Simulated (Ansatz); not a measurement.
HfO2 (tetragonal-ZrO2 type, space group P4_2/nmc)

```yaml
crystal:
  lattice:
    - [3.56753, 0.00000, 0.00000]
    - [0.00000, 3.56753, 0.00000]
    - [0.00000, 0.00000, 5.16669]
  atoms:
    - { symbol: Hf, position: [0.00000, 0.00000, 0.00000] }
    - { symbol: Hf, position: [0.50000, 0.50000, 0.50000] }
    - { symbol: O, position: [0.00000, 0.50000, 0.20010] }
    - { symbol: O, position: [0.00000, 0.50000, 0.70010] }
    - { symbol: O, position: [0.50000, 0.00000, 0.29990] }
    - { symbol: O, position: [0.50000, 0.00000, 0.79990] }
```

Equation-of-state scan: isotropic scaling of the cell above, V₀ being its volume. The atoms relax within the cell's symmetry.

Level of theory: PBEsol (plane waves to 420 eV, PAW, scalar-relativistic; Ansatz, a program for electronic structure). k mesh 9×9×7 (Γ-centred), Fermi-Dirac smearing 0.05 eV. E stands for the smeared free energy. Stress and pressure are positive under compression. HfO2 is run without spin polarisation. HfO2 was relaxed with its symmetry unable to fall. Spin-orbit coupling is left out, though Hf is heavy. The PAW data are Ansatz's earlier set. This is a high-temperature form of HfO2. The zero of ΔE is the relaxed starting cell.

Question: Give the computed ΔE (kJ/mol of atoms) and P (GPa) at V/V₀ = 0.840, 0.867, 0.973, 1.080, 1.133, 1.160.

Answer: 
```csv
V/V₀,ΔE (kJ/mol of atoms),P (GPa)
0.840,24.55,54.9
0.867,16.07,41.9
0.973,0.51,6.1
1.080,3.77,-13.3
1.133,9.53,-19.1
1.160,13.10,-21.5
```

(Under strain, the slope of the energy per volume gives the stress and its curvature an elastic modulus.)
